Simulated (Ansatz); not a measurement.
**Notes on HfRu**

```
Ru Hf
1.0
     3.28233    0.00000    0.00000
     0.00000    3.28233    0.00000
     0.00000    0.00000    3.28233
Ru Hf
1 1
Direct
  0.50000 0.50000 0.50000
  0.00000 0.00000 0.00000
```

Method: r2SCAN, with U_eff = 1.7 eV on Ru d (all-electron-ortho-atomic projectors), no spin polarisation; PAW, plane waves to 500 eV, 10×10×10 Γ-centred mesh, cold occupations (width 0.2874 eV) (Ansatz 0.2.0), atoms fixed.

Problem. What does the stress say?

Solution. The pressure is -8.7 GPa (compression positive), so with the atoms held at these fractions the cell would first shrink.

Problem. Which element gives electrons and which takes them?

Solution. Bader charges in e: Hf +1.64, Ru -1.64. In the mean Hf gives up most and Ru takes most.

Problem. Describe some of the short contacts.

Solution. Ru–Hf at 2.84 Å: least valence density 0.28 e/Å³ and ELF 0.21 there. Ru–Ru at 3.28 Å: least valence density 0.23 e/Å³ and ELF 0.49 there. Hf–Hf at 3.28 Å: least valence density 0.16 e/Å³ and ELF 0.23 there. These are pseudo-fields; inside the PAW spheres they differ from the all-electron ones.

Problem. What happens at the Fermi level?

Solution. It is a metal, with about 0.3 states/eV a cell as the mean within 0.25 eV of the Fermi level, mostly Hf d (56 %) and Ru d (22 %).

Origin: a database entry at a rescaled volume. Caveats: a Hubbard term without moments, so a magnetic state may lie lower; wide smearing.
